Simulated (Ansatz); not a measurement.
Relaxed-ion elastic tensor of Re (hcp (Mg type), P6_3/mmc) in GPa (Voigt order), LDA in the plane-wave PAW code Ansatz; density 21.57 g/cm³, 14.33 Å³ per atom.

```
664  299  249  0.0  0.0  0.0
299  664  249  0.0  0.0  0.0
249  249  724  0.0  0.0  0.0
0.0  0.0  0.0  179  0.0  0.0
0.0  0.0  0.0  0.0  179  0.0
0.0  0.0  0.0  0.0  0.0  183
```

### Question
Is the crystal mechanically stable?

### Answer
Yes: the smallest eigenvalue of C is 179 GPa.

### Question
Work out the Voigt, Reuss and Hill averages.

### Answer
K_V = 405, K_R = 405, K_H = 405; G_V = 192, G_R = 190, G_H = 191 GPa.

### Question
Give Young's modulus, Poisson's ratio, Pugh's ratio and the universal anisotropy index.

### Answer
E = 9KG/(3K + G) = 495 GPa; ν = 0.30; K/G = 2.12 (ductile by the Pugh limit of 1.75); A_U = 5G_V/G_R + K_V/K_R − 6 = 0.06.

### Question
Estimate the sound speeds and the Debye temperature.

### Answer
v_l = √((K + 4G/3)/ρ) = 5530 m/s, v_t = √(G/ρ) = 2970 m/s, mean 3320 m/s; Θ = (h/k)(3n/4πV)^(1/3) v_m = 407 K.

### Question
Solve the Christoffel equation for the three sound speeds along x, y, z.

### Answer
Eigenvalues of C_ijkl n_j n_l equal ρv². In km/s, slowest first: x 2.88, 2.91, 5.55; y 2.88, 2.91, 5.55; z 2.88, 2.88, 5.79.

### Question
How much does each axis shrink under pressure?

### Answer
Linear compressibilities β_i = Σ_j S_ij (j = 1 to 3): x 0.83, y 0.83, z 0.81 per TPa.

Symmetry was held in the LDA relaxation. The run is not spin-polarised. As this level gives no gap, shear constants depend on the k-mesh and smearing (Fermi–Dirac, 0.1 eV here). Scalar-relativistic: spin–orbit coupling is off unless named, which matters more the heavier the elements.

Potentials: the later of the program's two PAW sets.
